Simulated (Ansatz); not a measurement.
GaSb (zinc blende)

```
GaSb
1.0
    0.00000     3.05569     3.05569
    3.05569     0.00000     3.05569
    3.05569     3.05569     0.00000
Sb Ga
1 1
Direct
  0.25000   0.25000   0.25000
  0.00000   0.00000   0.00000
```

The volume is varied about the relaxed value V₀ at fixed cell shape. Symmetry pins the atoms to their sites.

Computed with PBEsol (plane waves to 420 eV, PAW, scalar-relativistic; Ansatz, an electronic-structure program). k mesh 14×14×14 (Γ-centred), Fermi-Dirac smearing 0.05 eV. Compression counts positive. At this level the bands of GaSb touch or barely overlap; measurements give the solid a gap. GaSb was relaxed with its symmetry unable to fall. Spin-orbit coupling is left out, though Sb is heavy.

At one point of the scan the stress tensor (GPa) is:

```
    2.6      0.0      0.0
    0.0      2.6      0.0
    0.0      0.0      2.6
```

### Question
Which point is it?
(A) V/V₀ = 0.985
(B) V/V₀ = 0.970
(C) V/V₀ = 0.955
(D) V/V₀ = 0.940

### Answer
C, V/V₀ = 0.955

(A scan under strain: stresses follow from slopes of the energy per volume, elastic moduli from its curvatures.)
